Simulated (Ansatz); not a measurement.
A geometry of Ni away from equilibrium: step 2 of the relaxation of a relaxed Ni cell, doubled along one cell vector, shaken by Gaussian noise of σ = 0.08 Å a coordinate. These are PBEsol (plane waves to 420 eV, PAW, scalar-relativistic; Ansatz, a program for electronic structure) values and carry that method's errors. Γ-centred k-mesh 16×8×16 on the run's cell (coarser than for final values), Fermi–Dirac smearing 0.05 eV.

```
CELL_PARAMETERS angstrom
     -1.37838     1.37735     1.37853
      2.75544    -2.75424     2.75527
      1.37850     1.37724    -1.37829
ATOMIC_POSITIONS crystal
  Ni 0.97326 0.98253 0.94923
  Ni 0.96773 0.47947 0.97359
```
Spin-polarised start, with parallel moments on Ni.

**Question.** Give the Cartesian forces on all atoms (eV/Å).

**Answer.** 
```json
[
 {"atom": "Ni1", "Fx": "-0.11", "Fy": "0.15", "Fz": "-0.05"},
 {"atom": "Ni2", "Fx": "0.11", "Fy": "-0.15", "Fz": "0.05"}
]
```

**Question.** What is the pressure?

**Answer.** +0.1 GPa, compression positive.

**Question.** How much energy per atom can still be gained by relaxing?

**Answer.** 0.08 eV/atom; the path ends in P6₃/mmc (No. 194) (hcp (Mg type)).

Spin state reached: ferromagnetic (net 0.63 μB/atom), from parallel starting moments; other spin orders were not run from this start.

The run could not lose the symmetry of its start, so the end can be a saddle point.

The end of the path is a generated cell of Ni: the first start was made by placing the elements on the sites of a structure type, and the end was not matched to a known phase here, so it may be hypothetical. Known forms of Ni include space group No. 225.
